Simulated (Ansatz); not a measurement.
Field gradients at the nuclei in KAs4H3O12

The cell is a Materials Project structure (computed, not necessarily an observed phase), atoms as given.

```xyz
20
Lattice="5.2487 0.0000 0.0000 0.6922 7.1514 0.0000 1.4577 3.3734 6.8754" Properties=species:S:1:pos:R:3 pbc="T T T"
K     0.7021    7.1189    0.0055
H     3.5355    5.6757    1.9499
H     3.8654    4.8501    4.9448
H     6.8689    6.8487    6.7516
As    3.3530    7.7398    2.9515
As    4.0365    2.8097    3.9119
As    5.8716    7.1971    4.6767
As    1.4858    3.3700    2.1352
O     1.8269    6.7862    3.4825
O     5.5924    3.7132    3.4340
O     4.3590    6.5390    4.1420
O     3.0271    3.9720    2.7187
O     3.5865    6.5995    1.5863
O     3.8011    3.9247    5.2979
O     6.2197    6.3000    6.1005
O     1.0435    4.1894    0.7431
O     3.1986    8.9881    4.3036
O     4.2302    1.5138    2.5957
O     5.7497    8.8651    5.1281
O     1.6535    1.6622    1.7708
```

Atoms are numbered from 1 in the order listed; like atoms form one site, named after its first atom.

Method: Kohn–Sham DFT in Ansatz, PBE, plane waves and PAW, scalar-relativistic, 420 eV cutoff, Γ-centred 5×4×4 k-points, Fermi–Dirac smearing 0.02 eV.

Conventions: |V_zz| ≥ |V_yy| ≥ |V_xx|, η = (V_xx − V_yy)/V_zz, C_Q = eQV_zz/h.

³⁹K: I = 3/2, Q = 60.30 mb; H-2: I = 1, Q = 2.858 mb; ⁷⁵As: I = 3/2, Q = 311.0 mb; 17O: I = 5/2, Q = -25.58 mb. Quadrupole moments are those of Pyykkö's year-2017 table.

Task: Give the quadrupolar parameters of the distinct sites.

Result: 

```
site  atoms (order as listed)                                                              first shell  V_zz (10²¹ V/m²)     η  C_Q (MHz)
   K                        1                                                      12 O at 2.88–3.67 Å              1.13  0.90       1.64
  H2                        2                                        1 O at 0.99 Å; also 1 O at 1.94 Å              3.31  0.13      0.229
  H3                        3                                        1 O at 0.99 Å; also 1 O at 1.93 Å              3.36  0.13      0.232
  H4                        4                                        1 O at 1.07 Å; also 1 O at 1.43 Å              1.39  0.32      0.096
 As5                        5                                                       6 O at 1.79–1.97 Å             -9.60  0.78      -72.2
 As6                        6                                                       6 O at 1.79–1.95 Å              9.56  0.91       71.9
 As7                        7                                                       4 O at 1.72–1.74 Å             -2.09  0.36      -15.7
 As8                        8                                                       4 O at 1.67–1.76 Å             -8.50  0.26      -63.9
  O9                        9                                          2 As at 1.74–1.88 Å, angle 129°             15.55  0.71      -9.62
 O10                       10                                          2 As at 1.76–1.86 Å, angle 129°             15.49  0.74      -9.58
 O11                       11                                  2 As at 1.73–1.97 Å; also 1 H at 1.93 Å             14.04  0.91      -8.69
 O12                       12                                  2 As at 1.75–1.95 Å; also 1 H at 1.94 Å             14.09  0.89      -8.72
 O13                       13       1 H at 0.99 Å, 1 As at 1.79 Å, angle 108°; also 2 K at 2.89–3.33 Å            -14.58  0.80       9.02
 O14                       14            1 H at 0.99 Å, 1 As at 1.79 Å, angle 107°; also 1 K at 2.88 Å            -14.61  0.78       9.04
 O15                       15            1 H at 1.07 Å, 1 As at 1.72 Å, angle 111°; also 1 K at 3.10 Å             13.77  0.88      -8.51
 O16                       16                        1 As at 1.67 Å; also 1 H at 1.43 Å, 1 K at 3.04 Å             15.20  0.37      -9.40
 O17                       17  2 As at 1.85–1.86 Å, angle 98°; also 2 As at 2.85–3.16 Å, 1 K at 3.16 Å            -12.40  0.92       7.67
 O18                       18       2 As at 1.86 Å, angle 97°; also 2 As at 2.72–3.15 Å, 1 K at 3.19 Å            -11.48  0.97       7.10
 O19                       19                      2 As at 1.73–1.93 Å, angle 115°; also 1 K at 2.91 Å             14.52  0.83      -8.98
 O20                       20                      2 As at 1.75–1.89 Å, angle 118°; also 1 K at 2.95 Å             14.32  0.82      -8.85
```

At H2, H3 and H4 V_zz points along its bond to O (within 2°) in each case. At O9 and O10 V_zz runs parallel to the line that joins its two neighbours (within 8°) in each case. At O16 V_zz points along its bond to As (within 4°).

The largest force is 0.4 eV/Å, so the atoms aren't at the calculated equilibrium and relaxing them would move these values. Where η is near 1 the sign of V_zz means little.

The run took 64 s of wall time (2.1 min of CPU time) and 1.1 GiB at its peak, on 2 threads of Intel Xeon Platinum 8259CL CPU @ 2.50GHz (Skylake/Cascade Lake) (x86_64; 32 cores open to the job, memory cap 5.0 GiB, no GPU), a shared host with a load of 0.5 a core.
